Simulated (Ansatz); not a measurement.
## A relaxed cell of Be$_{6}$CuSn against its rivals

Atoms and cell were relaxed at zero pressure (3.4 % in volume from the start). The relaxed cell:

```
Be Cu Sn
1.0
     3.82172   -0.80540    0.76920
    -2.56984    4.88649   -0.00792
     1.20224   -2.30062    5.75488
Be Cu Sn
6 1 1
Direct
  0.42264 0.77087 0.85991
  0.57736 0.22913 0.14009
  0.73228 0.48599 0.83625
  0.26772 0.51401 0.16375
  0.06458 0.26388 0.78231
  0.93542 0.73612 0.21769
  0.00000 0.00000 0.00000
  0.50000 0.00000 0.50000
```

Space group P-1 (No. 2); conventional cell a = 3.981 Å, b = 4.336 Å, c = 5.827 Å, α = 77.23°, β = 77.62°, γ = 83.07°.

Method: PBE in Ansatz 0.2.0, PAW datasets, plane waves to 420 eV, 5×5×4 mesh shifted by (0, 0.5, 0.5) steps, fermi-dirac occupations of width 0.100 eV. Spin: none; no U, no spin-orbit coupling.

Q: What is its formation energy?

A: 0.268 eV an atom at 0 K against the elements' lowest computed crystals and the free molecules of gases, with no empirical correction.

Q: Does it lie on the convex hull?

A: Against the table of rival phases, relaxed alike, its height over the hull falls in the band over 100 meV an atom.

The start was: a known structure type with other elements put in, at an estimated volume. An invented cell need not be a known compound.

Caveats: differences under 20 meV an atom lie within the error of meshes and cutoff; no moments were allowed, so a magnetic state may lie lower; the k mesh is coarse if the cell is a metal; the relaxation keeps the start's symmetry, so a distorted cell may lie lower.
